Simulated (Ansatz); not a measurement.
# All-electron card of Sr₂CuO₃

```yaml
crystal:
  lattice:
    - [-1.75833, 1.96398, 6.30796]
    - [1.75833, -1.96398, 6.30796]
    - [1.75833, 1.96398, -6.30796]
  atoms:
    - { symbol: Sr, position: [0.14693, 0.64693, 0.50000] }
    - { symbol: Sr, position: [0.85307, 0.35307, 0.50000] }
    - { symbol: Cu, position: [0.50000, 0.00000, 0.50000] }
    - { symbol: O, position: [0.00000, 0.00000, 0.00000] }
    - { symbol: O, position: [0.34582, 0.84582, 0.50000] }
    - { symbol: O, position: [0.65418, 0.15418, 0.50000] }
```

Atom numbers follow the list: Sr1, Sr2, Cu3, O4, O5, O6.

Structure from Materials Project entry mp-5456 (possibly hypothetical), not relaxed further.

Without spin polarisation or U, such a compound can come out metallic where the real one is a magnetic insulator.

Levels of theory: DFT, PBEsol, all-electron LAPW, scalar-relativistic (Ansatz 0.2.0); DFT, PBEsol, PAW with Ansatz's default frozen-core files, scalar-relativistic (Ansatz 0.2.0).

For LAPW: a Γ-centred 12×12×12 k mesh, Fermi–Dirac smearing of 0.05 eV, basis error target 1 meV/atom, no spin polarisation. PAW takes a cutoff of 420 eV at this cell (files made with PBE, cores remade for this functional). The Ansatz runs share mesh, smearing and spin set-up. Values come from LAPW unless marked.

| Quantity | Value |
| --- | --- |
| Pressure at this cell | -2.51 GPa |
| Band gap | none: with an odd electron count and no spin polarisation the bands can't all be full, a metal in this set-up (spin order or a larger cell could open a gap) |
| Stress xx, yy, zz (compression positive) | -2.11, -2.26, -3.15 GPa |
| Largest force | 0.063 eV/Å on Sr1 |
| Density of states at the Fermi level (0.2 eV bin) | 0.73 states/eV per cell |
| Löwdin charges (with 0.73 e of the cell spilling out of the atomic basis, so their sizes and signs hang on that basis) | Sr1 1.66, Cu3 0.92, O4 -1.12, O5 -1.19 e |
| Bader charges (from the PAW run) | Sr1 +1.51, Cu3 +0.82, O4 -1.21, O5 -1.31 e |
| Volume per atom | 14.52 Å³ |
